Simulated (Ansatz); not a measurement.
NaF (rock salt, Fm-3m), plane-wave PAW LDA (Ansatz code). The conduction-band minimum lies at Γ, with 1 equivalent valley. Second derivatives d²E/dk² of the lowest band at one valley (eV·Å²), along Cartesian directions:

```tsv
direction	d²E/dk²
[100]	13.85
[010]	13.85
[001]	13.85
[110]	13.85
[101]	13.85
[011]	13.85
```

Q: Find the principal effective masses, the density-of-states mass and the conductivity mass.

A: Off-diagonal terms follow from H_xy = H[110] − (H_xx + H_yy)/2, and m*/mₑ = 7.620 eV·Å² over each eigenvalue: 0.55, 0.55, 0.55. One valley's DOS mass (m₁m₂m₃)^(1/3) = 0.55, conductivity mass 3/(Σ 1/mᵢ) = 0.55 mₑ.

Q: What effective density of states Nc follows at 300 K for parabolic valleys?

A: Nc = 2.509e19 × 1 × (0.55)^(3/2) ≈ 1.0e19 cm⁻³.

Q: With the computed static dielectric constant 4.65 (mean of the diagonal), estimate a hydrogenic donor's binding energy and radius.

A: E = 13.606 eV × 0.55/4.65² ≈ 350 meV; a = 0.529 Å × ε/m* ≈ 4.5 Å. Semilocal masses tend to be too small where the gap is.

Q: With ε∞ = 1.93 and ω_LO = 427 cm⁻¹, what Fröhlich coupling constant follows?

A: α = (1/ε∞ − 1/ε0) √(m* × 13.606 eV/ħω_LO) = 3.6.

Symmetry was held in the LDA relaxation; phonons on a q-mesh show no instability.

Potentials: the later of the program's two PAW sets.
